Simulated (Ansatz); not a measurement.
One crystal and one scan (energy over volume and axial ratio) at two levels, PBE (plane waves to 420 eV, PAW, scalar-relativistic; Ansatz, a quantum-chemistry and plane-wave program) and r2SCAN (plane waves to 500 eV, PAW, scalar-relativistic; Ansatz), each from its own relaxed cell and on its own mesh. The cell shown is that of PBE.

HfO2 (fluorite)

```
HfO2
1.0
    0.00000     2.54906     2.54906
    2.54906     0.00000     2.54906
    2.54906     2.54906     0.00000
Hf O
1 2
Direct
  0.00000   0.00000   0.00000
  0.25000   0.25000   0.25000
  0.75000   0.75000   0.75000
```

Two coordinates are scanned: the volume, and the ratio of the stretch along z (the conventional c axis) to the stretch across it. Atoms keep their fractional coordinates.

E stands for the smeared free energy. HfO2 is run without spin polarisation. HfO2 was relaxed with its symmetry unable to fall. Spin-orbit coupling is left out, though Hf is heavy. The PAW data are Ansatz's earlier set. This is a high-temperature form of HfO2. Percentages come from the unrounded values. Both scans cover V/V₀ from 0.920 to 1.080 and (c/a)/(c/a)₀ from 0.920 to 1.080.

Results of PBE:

- Lattice constant a (Å): 5.098
- Band gap of the relaxed cell, no spin-orbit coupling (eV): 3.75
- Shear modulus C′ = (C11 − C12)/2 (fit, atoms clamped) (GPa): 225

Question: What does r2SCAN give for the same quantities?

Answer: 
```
quantity                                                     r2SCAN     PBE − r2SCAN
-----------------------------------------------------------  ------  ---------------
Lattice constant a (Å)                                        5.059  +0.039 (+0.8 %)
Band gap of the relaxed cell, no spin-orbit coupling (eV)      4.30    -0.55 (-13 %)
Shear modulus C′ = (C11 − C12)/2 (fit, atoms clamped) (GPa)     246       -21 (-8 %)
```

PBE gives the higher value for: lattice constant a. PBE gives the lower value for: band gap of the relaxed cell, no spin-orbit coupling; shear modulus C′.

(A scan under strain: stresses follow from slopes of the energy per volume, elastic moduli from its curvatures.)
